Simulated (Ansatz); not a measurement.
**¹¹⁹Sn Mössbauer parameters in TiO2 with Sn replacing Ti**

Cell: a supercell of TiO2 (rutile type, P4_2/mnm) built from a COD entry, with the ions relaxed around the defect (PBE).

Space group Pmmm (No. 47); a = 6.4944, b = 6.4944, c = 8.8722 Å.

```csv
site,Wyckoff,site symmetry,x,y,z
Sn,1a,mmm,0.0000,0.0000,0.0000
Ti2,2q,mm2,0.0000,0.0000,0.3380
Ti4,1f,mmm,0.5000,0.5000,0.0000
Ti5,2t,mm2,0.5000,0.5000,0.3336
Ti7,2s,mm2,0.5000,0.0000,0.1697
Ti8,1d,mmm,0.5000,0.0000,0.5000
Ti10,2r,mm2,0.0000,0.5000,0.1677
Ti11,1g,mmm,0.0000,0.5000,0.5000
O13,2i,2mm,0.3112,0.0000,0.0000
O14,4w,.m.,0.3043,0.0000,0.3340
O16,2k,2mm,0.8050,0.5000,0.0000
O17,4x,.m.,0.8033,0.5000,0.3355
O19,4v,m..,0.5000,0.3045,0.1668
O20,2p,m2m,0.5000,0.3035,0.5000
O22,4u,m..,0.0000,0.7980,0.1767
O23,2n,m2m,0.0000,0.8043,0.5000
```

One atom of each set is listed.

All values are calculated (Ansatz; DFT, PBE, plane waves and PAW, scalar-relativistic, 420 eV cutoff, Γ-centred 3×3×2 k-points, Fermi–Dirac smearing 0.01 eV), not measured.

Isomer shifts (against SnO₂) follow from the electron density at the nucleus, δ = α(ρ − ρ₀), with α = 0.099 mm s⁻¹ a₀³ and ρ₀ = 183191.44 a₀⁻³ from a line fitted to 8 measured compounds at this level of theory (rms miss 0.12 mm/s). ΔE_Q = ½eQV_zz(1 + η²/3)^½ with Q = -0.132 b for the 23.9 keV state.

Q: Where do the absorption lines lie?

A: Sn (1 atom a cell): δ = -0.02, |ΔE_Q| = 0.33 mm/s, a doublet too narrow to resolve, seen as one line at -0.02 mm/s.

The defect repeats with the cell of 36 atoms, so it feels its images: sites between two images don't show the values beside a lone defect, and zeros or small values of η there can come from the images' arrangement. The relaxation keeps the site symmetry mmm of the start, so the impurity can't leave its site; a start off the site could end lower. Without spin–orbit coupling (the program notes it for Sn) the gradients are little affected as a rule: paired runs on crystals with a gap mostly move them by under 2 % at such atoms. The cell keeps the host's lattice, where the PBE pressure is 9 GPa.
